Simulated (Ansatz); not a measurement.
MoSe$_{2}$:
```
CELL_PARAMETERS angstrom
      3.27697     0.00000     0.00000
     -1.63848     2.83794     0.00000
      0.00000     0.00000    12.73538
ATOMIC_POSITIONS crystal
  Se 0.33333 0.66667 0.61856
  Se 0.66667 0.33333 0.11856
  Se 0.33333 0.66667 0.88144
  Se 0.66667 0.33333 0.38144
  Mo 0.33333 0.66667 0.25000
  Mo 0.66667 0.33333 0.75000
```

PBE+D3(BJ) (plane waves, PAW; program Ansatz) gives a gap of 0.74 eV without spin–orbit coupling, maximum at Γ, minimum on the K–Γ line, 45 % of the way from K.

What happens when spin–orbit coupling is switched on?

The gap falls by 0.01 eV, to 0.73 eV; maximum at Γ, minimum on the K–Γ line, 45 % of the way from K.

Give the electron effective mass with spin–orbit coupling.

0.47, 0.47, 0.67 mₑ (principal values).

Give the hole effective mass with spin–orbit coupling.

0.74, 0.74, 1.6 mₑ (principal values).

Space group P6_3/mmc. The cell was relaxed with PBE+D3(BJ) under the symmetry of its start; phonons on a q-mesh show no instability. No spin polarisation was allowed.

Potentials: the later of the program's two PAW sets.
